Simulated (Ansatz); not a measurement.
**Phonon spectrum of Al6CoRu5**

Computed with DFT PBE, scalar-relativistic, plane waves, PAW in Ansatz. Plane waves to 420 eV; Γ-centred k mesh 10×10×4; Fermi-Dirac smearing of 0.15 eV. No spin polarisation. Phonons by linear response, acoustic sum rule imposed.

Relaxed structure:
```
Al Co Ru
1.0
     4.21810    0.00000    0.00000
     0.00000    4.21810    0.00000
     0.00000    0.00000    8.96781
Al Co Ru
6 1 5
Direct
  0.00000 0.50000 0.00000
  0.50000 0.00000 0.00000
  0.00000 0.50000 0.33683
  0.50000 0.00000 0.33683
  0.00000 0.50000 0.66317
  0.50000 0.00000 0.66317
  0.00000 0.00000 0.50000
  0.50000 0.50000 0.16865
  0.00000 0.00000 0.16995
  0.50000 0.50000 0.50000
  0.50000 0.50000 0.83135
  0.00000 0.00000 0.83005
```

It was reached by relaxing an invented guess, and it needn't be the stable form of this composition. In a metal, frequencies and elastic constants depend on the k mesh and the smearing, soft modes and shear constants most. Some empty bands missed the eigensolver's threshold. The q mesh is coarse, so values between its points are rough.

Force constants from linear response on a 2×2×1 q mesh.

Path: Γ–X–M–Γ–Z–R–A–Z | X–R | M–A. Only the points of the 2×2×1 mesh were computed; the rest is interpolation, which is rough on so few points. On the mesh no mode is imaginary. Distance along the path (Å⁻¹), then the branches (cm⁻¹, negative for imaginary):
```
0.000  0 0 0 114 114 129 129 138 138 172 172 174 179 184 184 185 190 208 272 285 285 286 286 303 303 307 316 319 322 339 339 340 342 342 351 351
0.186  31 38 65 114 123 125 131 136 140 168 171 171 178 183 186 186 191 206 273 284 286 288 288 302 304 306 316 321 321 338 338 340 340 342 348 349
0.372  60 74 113 121 121 126 139 144 152 162 164 168 172 180 182 189 191 198 276 285 289 291 291 301 302 306 317 320 324 332 336 336 338 341 342 344
0.559  82 106 110 125 127 148 150 155 155 159 164 165 168 177 178 179 187 194 282 292 292 294 295 297 305 310 320 322 324 325 329 331 334 336 337 340
0.745  95 104 129 130 133 146 146 149 152 155 158 166 175 175 178 180 184 196 288 290 294 294 296 297 313 316 316 317 324 324 328 330 331 331 335 337
0.931  109 114 127 127 136 137 139 144 160 162 163 164 175 177 178 178 185 195 281 284 289 289 300 304 305 309 316 320 322 326 327 327 333 334 344 345
1.117  118 124 126 131 137 139 145 146 158 166 166 166 174 175 180 181 191 195 267 271 287 287 290 292 303 312 312 314 328 330 330 332 337 339 352 355
1.303  115 126 126 131 144 147 150 152 156 158 158 170 173 174 184 184 204 204 258 261 281 283 284 284 294 302 318 319 333 333 334 335 340 341 358 360
1.490  115 131 133 137 137 142 142 146 157 159 159 173 173 173 185 185 211 211 255 256 277 280 284 284 292 298 319 321 336 336 336 336 340 341 359 362
1.753  111 117 132 137 142 142 149 152 154 164 165 167 174 179 180 186 195 196 260 264 282 282 288 289 297 307 315 317 328 333 334 334 340 341 356 359
2.016  100 109 111 113 143 149 152 152 152 154 158 158 173 178 182 188 190 192 272 276 278 291 298 300 305 308 309 314 327 328 332 333 338 341 351 352
2.280  53 59 82 119 120 127 132 136 144 166 167 168 178 181 187 188 192 204 274 281 284 288 293 300 305 306 315 318 322 336 337 338 341 344 345 350
2.543  0 0 0 114 114 129 129 138 138 172 172 174 179 184 184 185 190 208 272 285 285 286 286 303 303 307 316 319 322 339 339 340 342 342 351 351
2.630  19 19 28 113 113 122 122 144 144 167 168 168 178 183 187 187 195 210 273 283 283 289 289 303 303 308 311 319 325 338 338 340 343 343 351 351
2.718  38 38 56 104 104 122 122 148 148 151 162 162 178 183 191 191 198 214 276 280 280 291 291 302 302 304 308 318 329 337 337 340 345 345 350 350
2.806  56 56 82 90 90 127 127 130 145 145 162 162 177 183 194 194 199 218 278 278 281 293 293 296 301 301 309 317 332 336 336 341 346 346 349 349
2.893  71 71 76 76 106 109 132 132 140 140 162 162 177 183 196 196 199 219 278 278 286 292 294 294 301 301 310 316 333 336 336 341 348 348 348 348
3.079  67 72 76 81 126 128 132 138 140 145 162 163 174 181 192 195 196 211 279 282 286 291 293 295 297 302 312 317 334 334 335 340 346 346 347 347
3.266  80 83 90 94 130 139 151 152 155 157 163 165 167 174 185 187 192 196 282 286 289 292 294 295 297 305 314 316 329 333 336 339 340 340 342 343
3.452  105 106 107 107 126 136 149 149 158 163 164 169 172 177 180 182 189 192 287 290 290 295 299 300 300 309 312 313 322 326 334 335 336 338 338 339
3.638  114 116 120 126 132 133 133 141 147 159 161 169 174 181 182 183 186 197 289 293 296 300 300 300 306 306 314 315 316 317 330 331 335 336 338 339
3.824  119 120 121 124 134 140 140 144 146 158 158 165 176 182 183 184 186 196 278 286 297 299 300 302 304 304 309 312 317 322 326 330 340 340 344 345
4.010  123 127 127 132 135 139 141 148 157 157 160 160 178 183 183 186 186 195 265 273 288 290 298 301 302 303 309 315 316 317 334 337 343 343 352 355
4.197  113 124 126 130 137 147 147 156 160 165 166 166 180 182 183 185 189 193 256 262 280 282 294 298 305 305 306 310 319 320 338 340 346 346 356 361
4.383  108 120 120 126 141 154 154 162 162 167 167 172 181 181 181 181 191 191 253 258 277 279 293 298 306 306 307 307 319 321 340 341 347 347 358 363
4.646  116 124 129 131 132 146 151 151 156 157 169 172 173 175 185 187 191 193 259 266 281 285 296 297 300 303 311 313 319 319 336 340 344 344 355 359
4.909  90 91 123 126 140 144 151 154 155 156 163 168 173 177 181 182 186 192 268 279 286 292 294 295 298 309 310 319 326 326 328 340 340 341 351 351
5.173  64 69 89 93 135 138 138 140 143 146 161 165 171 180 189 192 195 205 275 286 289 291 293 295 297 298 315 318 328 335 339 340 342 342 347 348
5.436  71 71 76 76 106 109 132 132 140 140 162 162 177 183 196 196 199 219 278 278 286 292 294 294 301 301 310 316 333 336 336 341 348 348 348 348
5.480  96 104 129 130 133 146 146 150 150 154 160 166 176 176 177 180 184 196 289 290 294 294 296 297 313 316 316 317 323 323 328 331 331 332 335 337
5.567  99 106 128 132 133 141 143 146 148 154 164 167 175 178 180 180 184 196 290 292 292 294 297 299 313 316 316 316 319 320 329 331 334 334 336 337
5.655  104 110 127 132 132 132 140 142 146 158 161 171 172 180 181 184 184 196 290 292 295 295 297 300 311 312 314 315 316 317 330 330 334 337 337 338
5.743  111 115 122 126 132 133 134 141 147 159 161 170 174 181 182 183 186 197 289 293 296 299 299 300 307 307 314 315 316 317 330 331 335 336 338 339
5.786  115 131 133 137 137 142 142 146 157 159 159 173 173 173 185 185 211 211 255 256 277 280 284 284 292 298 319 321 336 336 336 336 340 341 359 362
5.874  114 130 131 131 134 147 149 149 157 160 160 173 173 173 185 185 209 209 254 257 277 280 286 286 292 298 319 321 330 330 340 340 340 341 359 362
5.962  111 125 125 128 137 149 156 158 158 162 162 172 172 172 186 186 203 203 254 257 277 280 291 291 292 298 319 321 323 323 340 341 344 344 358 363
6.049  109 122 122 126 140 152 155 161 161 167 167 172 173 173 186 186 195 195 254 258 277 280 293 298 298 298 315 315 319 321 340 341 346 346 358 363
6.137  108 120 120 126 141 154 154 162 162 167 167 172 181 181 181 181 191 191 253 258 277 279 293 298 306 306 307 307 319 321 340 341 347 347 358 363
```
